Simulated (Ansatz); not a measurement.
## What a change of settings does to a run on BiTe

The cell is COD entry 9008604, as deposited and not checked against the literature; nothing was relaxed.

First run: DFT, PBEsol, PAW with Ansatz's default frozen-core files, scalar-relativistic (Ansatz 0.2.0).

Command: `ansatz run input.yaml --threads 1 --pin off --max-ram 2048MiB --backend cpu --events-out ev --progress --plain --runs-dir out` The run took 4.4 s on 1 thread of Intel(R) Xeon(R) 6975P-C (Granite Rapids), on a shared host, peak memory 0.47 GiB.

```yaml
crystal:
  lattice:
    - [0.0, 3.235, 3.235]
    - [3.235, 0.0, 3.235]
    - [3.235, 3.235, 0.0]
  atoms:
    - { symbol: Bi, position: [0.0, 0.0, 0.0] }
    - { symbol: Te, position: [0.5, 0.5, 0.5] }
kpoints:
  mp_grid: { grid: [10, 10, 10] }
  band_path:
    path:
      - [0.0, 0.0, 0.0]
      - [0.5, 0.0, 0.5]
      - [0.625, 0.25, 0.625]
      - [0.375, 0.375, 0.75]
      - [0.0, 0.0, 0.0]
      - [0.5, 0.5, 0.5]
      - [0.5, 0.25, 0.75]
      - [0.5, 0.0, 0.5]
    npoints: 5
scf:
  occupations: { method: fermi_dirac, width: 0.08 }
hamiltonian:
  xc: pbesol
  pseudopotentials: { kind: paw }
output:
  forces: true
  stress: true
  eigenvalues: true
  efg: { contact_densities: true }
```

Result: converged; pressure -1.68 GPa; 6 SCF iterations.

Spin–orbit coupling is left out, though it moves levels of the heavy atoms by tenths of an eV or more.

A second input differs as follows:

```diff
@@ -22,4 +22,6 @@
 scf:
   occupations: { method: fermi_dirac, width: 0.08 }
+  mixing: { algorithm: anderson, beta: 0.005, ndim: 1 }
+  max_iter: 60
 hamiltonian:
   xc: pbesol
```

Task: Does the change harm the result?

Result: Not here: the run converged; energy at zero smearing 0.0 meV/atom from the first run; pressure -1.68 GPa; 36 SCF iterations, so the odd setting did no harm in this case.
